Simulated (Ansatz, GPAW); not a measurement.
This is a calculation of GeCN2 for GPAW 26.7.0 (ASE script). The cell comes from a database or a generator and needn't be the stable form of this composition.

File run.py:

```python
from ase import Atoms
from ase.dft.bandgap import bandgap
from ase.io import write
from ase.units import GPa
from gpaw import GPAW, PW, setup_paths

setup_paths.insert(0, '.')

atoms = Atoms(['Ge', 'N', 'N', 'C'],
              cell=[[1.7937903697, 1.0356453528, 4.9219572124],
                    [-1.7937903697, 1.0356453528, 4.9219572124],
                    [0.0, -2.0712907056, 4.9219572124]],
              scaled_positions=[[0.0, 0.0, 0.0],
                                [0.5839044, 0.5839044, 0.5839044],
                                [0.4160956, 0.4160956, 0.4160956],
                                [0.5, 0.5, 0.5]],
              pbc=True)

calc = GPAW(mode=PW(800),
            xc='PBEsol',
            kpts={'size': (9, 9, 9), 'gamma': True},
            occupations={'name': 'fermi-dirac', 'width': 0.05},
            nbands=20,
            convergence={'density': 1e-05, 'energy': 1e-05},
            maxiter=150,
            txt='gpaw.txt')
atoms.calc = calc
energy = atoms.get_potential_energy()
forces = atoms.get_forces()
stress = atoms.get_stress()
calc.write('gs.gpw')
write('result.traj', atoms)
print(f'Energy: {energy:.6f} eV')
print('Forces (eV/A):')
print(forces.round(4))
print('Stress (GPa):', (stress / GPa).round(3))
print('Fermi level:', round(calc.get_fermi_level(), 4), 'eV')
print(f'Gap: {bandgap(calc)[0]:.4f} eV, direct: {bandgap(calc, direct=True)[0]:.4f} eV')
```

Potentials or basis: PAW data sets generated in the run's folder for this functional, pw.

Launch:

```sh
$ gpaw-setup -f PBEsol C Ge N
$ OMP_NUM_THREADS=1 python run.py
```

Problem. What does the same run look like in Ansatz 0.2.0? Potentials or basis there: Ansatz PAW, cutoff 420 eV.

Solution. As run (cutoffs and basis follow the program's own potentials, and thresholds, step limits or extra output files can differ):

The input input.yaml:

```yaml
crystal:
  lattice:
    - [1.7937903697, 1.0356453528, 4.9219572124]
    - [-1.7937903697, 1.0356453528, 4.9219572124]
    - [0.0, -2.0712907056, 4.9219572124]
  atoms:
    - { symbol: Ge, position: [0.0, 0.0, 0.0] }
    - { symbol: "N", position: [0.5839044, 0.5839044, 0.5839044] }
    - { symbol: "N", position: [0.4160956, 0.4160956, 0.4160956] }
    - { symbol: C, position: [0.5, 0.5, 0.5] }
hamiltonian:
  xc: pbesol
  pseudopotentials: { kind: paw }
kpoints:
  mp_grid: { grid: [9, 9, 9] }
scf:
  occupations: { method: fermi_dirac, width: 0.05 }
output:
  forces: true
  stress: true
  eigenvalues: true
```

Potentials or basis: Ansatz PAW.

Launch:

```sh
$ ansatz run input.yaml --threads 1 --pin off --max-ram 3584MiB --backend cpu --events-out ev --progress --plain --runs-dir out
```

Both were run:

|  | GPAW | Ansatz |
| --- | --- | --- |
| Pressure | -4.1 GPa | -3.3 GPa |

Ansatz's pressure holds a Pulay term of +0.46 GPa for its cutoff of 420 eV, which the other run lacks.

The potentials hold 18 and 28 valence electrons a cell.

Ansatz's potentials were made for PBE.

Where Ansatz's input types no cutoff or centring, it takes its own default and a Γ-centred mesh.

Pressure is positive in compression.
